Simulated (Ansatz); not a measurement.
BeI₂:
```cif
data_Be4I8
_chemical_formula_sum 'Be4 I8'
_space_group_name_H-M_alt 'Ibam'
_space_group_IT_number 72
_space_group_name_Hall '-I 2 2c'
_cell_length_a 6.09390
_cell_length_b 11.46480
_cell_length_c 6.03912
_cell_angle_alpha 90.000
_cell_angle_beta 90.000
_cell_angle_gamma 90.000
loop_
_atom_site_label
_atom_site_type_symbol
_atom_site_symmetry_multiplicity
_atom_site_Wyckoff_symbol
_atom_site_fract_x
_atom_site_fract_y
_atom_site_fract_z
_atom_site_occupancy
Be1 Be 4 a 0.00000 0.00000 0.25000 1
I1 I 8 j 0.21944 0.11683 0.00000 1
```
(The calculation used a cell of 6 atoms; values per cell refer to that cell.)

Relaxed with r²SCAN+D4.

Problem. Tabulate the valence density and the electron localisation function along the shortest Be–I contact (2.42 Å), DFT-r²SCAN+D4 in the program Ansatz with PAW potentials.

Solution. 

```
distance from Be (Å)  density (e/Å³)   ELF
--------------------  --------------  ----
0.24                            0.09  0.00
0.36                            0.14  0.03
0.48                            0.19  0.20
0.61                            0.24  0.52
0.73                            0.28  0.76
0.85                            0.33  0.84
0.97                            0.38  0.86
1.09                            0.45  0.86
1.21                            0.54  0.81
1.33                            0.67  0.74
1.45                            0.84  0.66
1.57                            1.04  0.59
1.69                            1.66  0.52
1.82                            3.74  0.41
1.94                            7.59  0.27
2.06                           12.11  0.17
2.18                           15.94  0.16
```

The density is the valence pseudo-density with augmentation charge, so density and ELF within about 1 Å of a nucleus are not all-electron values.

The first step of the workflow began from a Materials Project structure, measured or hypothetical; the Crystallography Open Database files this formula in space group No. 72, but the cells were not matched. Its standing as an ambient phase is unchecked. Symmetry was held in the r²SCAN+D4 relaxation; its stability against distortions is not shown here. Scalar-relativistic: spin–orbit coupling is off unless named, which matters more the heavier the elements.

Potentials: the later of the program's two PAW sets.
